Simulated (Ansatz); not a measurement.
## Mg₃Zn₂O₅ (Immm) at 3 levels of theory

One geometry, relaxed with PBE; plane waves with PAW potentials in Ansatz, scalar-relativistic. No spin polarisation. Gaps are the least over mesh and band path; pressure is positive in compression.

```cif
data_structure
_symmetry_space_group_name_H-M 'P 1'
_symmetry_Int_Tables_number 1
_cell_length_a 8.0114
_cell_length_b 8.0114
_cell_length_c 8.0114
_cell_angle_alpha 158.158
_cell_angle_beta 149.000
_cell_angle_gamma 38.244
_cell_volume 98.39
loop_
_atom_site_label
_atom_site_type_symbol
_atom_site_fract_x
_atom_site_fract_y
_atom_site_fract_z
_atom_site_occupancy
Mg1 Mg 0.40042 0.40042 0.00000 1
Mg2 Mg 0.59958 0.59958 0.00000 1
Mg3 Mg 0.00000 0.00000 0.00000 1
Zn1 Zn 0.80039 0.80039 0.00000 1
Zn2 Zn 0.19961 0.19961 0.00000 1
O1 O 0.09747 0.59747 0.50000 1
O2 O 0.30241 0.80241 0.50000 1
O3 O 0.50000 0.00000 0.50000 1
O4 O 0.69759 0.19759 0.50000 1
O5 O 0.90253 0.40253 0.50000 1
```

| level | cutoff (eV) | k mesh | gap (eV) | pressure (GPa) |
| --- | --- | --- | --- | --- |
| PBE | 420 | 10×10×10 | 2.51 | 0.0 |
| r2SCAN | 500 | 10×10×10 | 3.19 | -6.3 |
| PBEsol | 420 | 10×10×10 | 2.43 | -5.6 |

The structure comes from a generated guess; another structure or a mixture of phases may lie lower.
